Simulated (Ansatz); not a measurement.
Trial structure of Al4CoNi3, not yet relaxed:

```xyz
8
Lattice="-2.9538 2.9538 2.9538 2.9538 -2.9538 2.9538 2.9538 2.9538 -2.9538" Properties=species:S:1:pos:R:3 pbc="T T T"
Al    1.4769   -1.4769    1.4769
Al    1.4769    1.4769    1.4769
Al    1.4769    1.4769   -1.4769
Al   -1.4769    1.4769    1.4769
Co    0.0000    0.0000    0.0000
Ni    0.0000    2.9538    0.0000
Ni    0.0000    0.0000    2.9538
Ni    2.9538    0.0000    0.0000
```

All numbers below come from DFT PBE, scalar-relativistic, plane waves, PAW in Ansatz 0.2.0. Plane waves to 420 eV, a k mesh through Γ of 4×4×4 on the computed 8-atom cell and Gaussian smearing (0.10 eV); collinear spin from starting moments 0.0 0.0 0.0 0.0 3.0 2.0 2.0 2.0 μB.

The zero of energy is the elements' standard structures at the same level; no fitted shifts are applied.

Question: What does a single point on this coarse mesh give?

Answer: The pressure is -9.2 GPa (it wants to contract), the largest force is 0.00 eV/Å (symmetry fixes the atoms), and the energy is −0.59 eV/atom against the elements. The shortest distance is 2.56 Å.

Question: Is it a good guess?

Answer: A good one: relaxing gains under 0.1 eV/atom (the start's value is from the coarse mesh, so the gain is rough) in 6 ionic steps and ends at −0.63 eV/atom on the finer mesh. The symmetry stays Im-3m (No. 229). The volume per atom shrinks by 6.7 %, from 12.9 to 12.0 Å³. The shortest distance goes from 2.56 Å (Al–Co and Al–Ni) to 2.50 Å (Al–Co and Al–Ni). Conventional cell: a = 5.774 Å. Al has 2 Co at 2.50 Å, 6 Ni at 2.50 Å and 6 Al at 2.89 Å; around Co lie 8 Al at 2.50 Å and 6 Ni at 2.89 Å; Ni has 8 Al at 2.50 Å, 2 Co at 2.89 Å and 4 Ni at 2.89 Å.

The last run used collinear spin, a 10×10×10 mesh for its 8-atom cell and Gaussian smearing of 0.10 eV. Another magnetic order may lie lower. The relaxation can't lower the symmetry of the start, and the grade says only how near the guess is to its own end. Symmetry constrained the relaxation, so the result can be a saddle point.
